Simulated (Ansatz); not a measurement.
Ge:
Space group P6₃/mmc (No. 194); a = 4.0035 Å, b = 4.0035 Å, c = 13.1454 Å, α = 90.00°, β = 90.00°, γ = 120.00°

| atom | site | symmetry | x | y | z |
|---|---|---|---|---|---|
| Ge | 4e | 3m. | 0.0000 | 0.0000 | 0.0932 |
| Ge | 4f | 3m. | 0.3333 | 0.6667 | 0.1559 |

Relaxed with r²SCAN.

Problem. Which orbitals make up the states near the band edges in DFT-r²SCAN in the program Ansatz with PAW potentials?

Solution. Top 1 eV of the valence band: Ge 4p 98 %. Bottom 1 eV of the conduction band: Ge 4p 55 %, Ge 4s 39 %, outside the projected shells 6 %. Projections are on Löwdin-orthogonalised atomic valence shells; empty p or d shells of many metals are not among them.

Problem. Tabulate the density of states.

Solution. States/eV per cell of 8 atoms, in 0.25 eV bins, energy from the valence-band maximum.

```tsv
E (eV)	total	Ge 4p	Ge 4s
-7.85	2.60	1.23	1.36
-7.60	3.27	1.57	1.67
-7.35	2.79	1.36	1.40
-7.10	2.12	1.04	1.07
-6.85	1.69	0.82	0.85
-6.60	1.45	0.71	0.73
-6.35	1.26	0.62	0.63
-6.10	1.10	0.55	0.55
-5.85	0.96	0.48	0.47
-5.60	0.84	0.43	0.41
-5.35	0.75	0.38	0.36
-5.10	0.65	0.34	0.31
-4.85	0.94	0.67	0.27
-4.60	3.03	2.72	0.28
-4.35	3.93	3.58	0.32
-4.10	3.67	3.31	0.34
-3.85	4.99	4.58	0.37
-3.60	4.26	3.93	0.30
-3.35	4.24	3.97	0.25
-3.10	4.61	4.35	0.23
-2.85	5.92	5.63	0.25
-2.60	4.78	4.53	0.22
-2.35	6.16	5.94	0.18
-2.10	5.92	5.73	0.14
-1.85	4.73	4.57	0.12
-1.60	3.58	3.47	0.09
-1.35	2.49	2.40	0.06
-1.10	1.70	1.66	0.03
-0.85	1.20	1.18	0.01
-0.60	0.87	0.85	0.01
-0.35	0.46	0.45	0.00
-0.10	0.13	0.13	0.00
0.15	0.00	0.00	0.00
0.40	0.02	0.01	0.01
0.65	0.52	0.26	0.23
0.90	1.70	0.93	0.67
1.15	2.79	1.59	1.03
1.40	3.98	2.33	1.41
1.65	5.89	3.56	1.94
1.90	5.02	3.08	1.57
2.15	3.60	2.23	1.08
2.40	4.14	2.65	1.09
2.65	4.51	3.10	0.95
2.90	4.87	3.45	0.92
3.15	5.73	4.02	1.07
3.40	3.92	2.85	0.59
3.65	4.32	3.33	0.45
3.90	5.53	4.25	0.53
4.15	6.22	4.72	0.59
4.40	4.21	3.09	0.41
4.65	5.04	3.70	0.46
4.90	5.34	3.86	0.45
5.15	5.00	3.52	0.46
```

Space group P6_3/mmc. The workflow started from a Materials Project entry (that database holds measured and hypothetical structures alike); the Crystallography Open Database copy checked does not list it. It is not the phase usual at ambient conditions (space group No. 227). The r²SCAN relaxation kept the symmetry of its start; phonons on a q-mesh show no instability. Spin–orbit coupling is left out wherever it is not named.

Potentials: the later of the program's two PAW sets.
